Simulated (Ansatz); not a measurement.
Input and command of a plane-wave DFT calculation in Ansatz:

```yaml
crystal:
  lattice:
    - [-1.9489079528, 1.9489079528, 4.7883206375]
    - [1.9489079528, -1.9489079528, 4.7883206375]
    - [1.9489079528, 1.9489079528, -4.7883206375]
  atoms:
    - { symbol: Li, position: [0.0, 0.0, 0.0] }
    - { symbol: Cu, position: [0.75, 0.25, 0.5] }
    - { symbol: Cu, position: [0.25, 0.75, 0.5] }
    - { symbol: P, position: [0.3870284793, 0.3870284793, 0.0] }
    - { symbol: P, position: [0.6129715207, 0.6129715207, 0.0] }
basis:
  ecutwfc: 500
kpoints:
  mp_grid: { grid: [14, 14, 14] }
hamiltonian:
  xc: r2scan
scf:
  occupations: { method: gaussian, width: 0.1 }
output:
  forces: true
  stress: true
  eigenvalues: true
relax:
  adjacent_minimum: "off"
  f_tol: 0.01
  max_steps: 30
  cell: { stress_tol: 0.1, fix: [volume] }
```

```bash
ansatz run input.yaml --threads 1 --pin off --max-ram 2560MiB --backend cpu --events-out ev --progress --plain --runs-dir out
```

Processor: Arm Neoverse V1, 1 thread, on a host shared with other jobs.

Task: Estimate time, memory and problem size.

Result: About 5.7 min on 1 thread of Arm Neoverse V1, on a shared host, peak memory 0.92 GiB. It solves 31 bands at 244 k points (the mesh reduced by symmetry) with about 1833 plane waves, in 28 SCF iterations over 4 ionic steps.
